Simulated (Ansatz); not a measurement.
HfN (rock salt, Fm-3m) at seven volumes, r²SCAN in the plane-wave PAW code Ansatz, scaled uniformly. One row is withheld.

```json
[
 {"V (Å³/atom)": "10.543", "P (GPa)": "32.40"},
 {"V (Å³/atom)": "10.890", "P (GPa)": "19.85"},
 {"V (Å³/atom)": "11.238", "P (GPa)": "9.13"},
 {"V (Å³/atom)": "11.585", "P (GPa)": "-0.03"},
 {"V (Å³/atom)": "11.933", "P (GPa)": "-7.86"},
 {"V (Å³/atom)": "12.281", "P (GPa)": "-14.55"},
 {"V (Å³/atom)": "12.628", "P (GPa)": "?"}
]
```

### Question
Fit the shown pressures and predict the withheld one.

### Answer
P = (3/2)B₀(x^(7/2) − x^(5/2))[1 + (3/4)(B′ − 4)(x − 1)] with x = (V₀/V)^(2/3). Least squares on the six rows gives V₀ = 11.584 Å³/atom, B₀ = 282 GPa, B′ = 4.22. At V = 12.628, x = 0.9441 and P = -20.29 GPa. The run itself gave -20.27 GPa.

The cell was relaxed with r²SCAN under the symmetry of its start; of distortions, only those at the zone centre were tested. The run is not spin-polarised. Scalar-relativistic: spin–orbit coupling is off unless named, which matters more the heavier the elements.

Potentials: the later of the program's two PAW sets.
